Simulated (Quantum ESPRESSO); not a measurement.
# Band energies of CsSnBr$_{3}$

```
CsSnBr3
1.0
    5.78020     0.00000     0.00000
    0.00000     5.78020     0.00000
    0.00000     0.00000     5.78020
Br Sn Cs
3 1 1
Direct
  0.50000   0.00000   0.50000
  0.00000   0.50000   0.50000
  0.50000   0.50000   0.00000
  0.50000   0.50000   0.50000
  0.00000   0.00000   0.00000
```

PBE (stringent potentials; pw.x of Quantum ESPRESSO, ONCV potentials, no spin-orbit coupling); path ΓXMΓRX,MR; energies in eV from the valence-band maximum.

```
k (1/Å)  point  band 37  band 38  band 39  band 40  band 41  band 42  band 43  band 44
-------  -----  -------  -------  -------  -------  -------  -------  -------  -------
0.00         Γ    -3.25    -3.25    -3.11    -3.11    -3.11     2.07     3.05     3.05
0.27              -3.34    -3.33    -3.18    -3.18    -2.98     2.67     3.17     3.46
0.54         X    -3.44    -3.40    -3.24    -3.24    -2.12     1.38     3.53     4.14
0.72              -3.46    -3.31    -3.26    -3.12    -2.00     1.26     3.51     3.74
1.09         M    -3.55    -3.53    -3.53    -2.74    -1.04     0.90     0.90     3.87
1.28              -3.49    -3.45    -3.33    -2.84    -1.76     1.49     1.71     3.94
1.47              -3.40    -3.29    -3.25    -3.00    -2.75     2.80     2.89     3.28
1.66              -3.30    -3.24    -3.16    -3.12    -3.09     2.38     3.26     3.27
1.86         Γ    -3.25    -3.25    -3.11    -3.11    -3.11     2.07     3.05     3.05
2.01              -3.32    -3.22    -3.15    -3.11    -3.11     2.28     3.20     3.20
2.17              -3.49    -3.13    -3.10    -3.09    -3.09     2.77     3.40     3.40
2.33              -3.70    -3.02    -3.02    -3.01    -2.59     2.53     2.53     2.80
2.48              -3.86    -2.93    -2.93    -2.87    -1.75     1.51     1.51     2.01
2.80         R    -3.54    -2.73    -2.73    -2.73     0.00     0.35     0.35     0.35
2.95              -3.63    -2.82    -2.81    -2.76    -0.72     0.46     0.78     1.16
3.10              -3.72    -3.00    -2.96    -2.85    -1.40     0.73     1.77     2.14
3.26              -3.55    -3.20    -3.10    -3.00    -1.82     1.05     2.91     3.09
3.57         X    -3.44    -3.40    -3.24    -3.24    -2.12     1.38     3.53     4.14
3.57         M    -3.55    -3.53    -3.53    -2.74    -1.04     0.90     0.90     3.87
3.75              -3.55    -3.20    -3.20    -2.74    -0.96     0.77     0.77     3.00
4.11         R    -3.54    -2.73    -2.73    -2.73     0.00     0.35     0.35     0.35
```

The PBE gap is direct, 0.35 eV at R.

Spin-orbit splittings are left out. The cell is held in this high symmetry; tilts and polar distortions were not searched.

Geometry relaxed with PBEsol.

The structure is a Materials Project entry; no match was found in the copy of COD used, and its stability was not checked.
